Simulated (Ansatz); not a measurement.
According to r²SCAN in the plane-wave PAW code Ansatz, SiMo$_{2}$N in the hexagonal phase (P6_3/mmc; Si on 2d, Mo on 4f, N on 2a) relaxes to a = 2.921 Å, c = 13.344 Å. N has 6 nearest neighbours from 2.16 Å (octahedral). Its formation energy from the elements is -0.13 eV/atom, with no fitted shifts.

Electronic character: metallic (no gap). The magnetic state found is ferromagnetic. The net moment is 0.26 μB per atom.

An equation-of-state fit gives a bulk modulus of 244 GPa. Bader charges are Si -0.30, Mo +0.88, N -1.46 e.

The start of the workflow was typed in or built on a structure type; neither database checked (COD, Materials Project) lists it. Its standing as an ambient phase is unchecked. Symmetry was held in the r²SCAN relaxation; its stability against distortions is not shown here. Magnetic state: ferromagnetic, the only order run, not a proven ground state. Other orbital occupations within this spin state were not tried. No Hubbard U is applied. The references are the lowest solids computed at this level, not always the standard phases (solids in place of the gases). Spin–orbit coupling is left out wherever it is not named.

Potentials: the earlier of the program's two PAW sets.
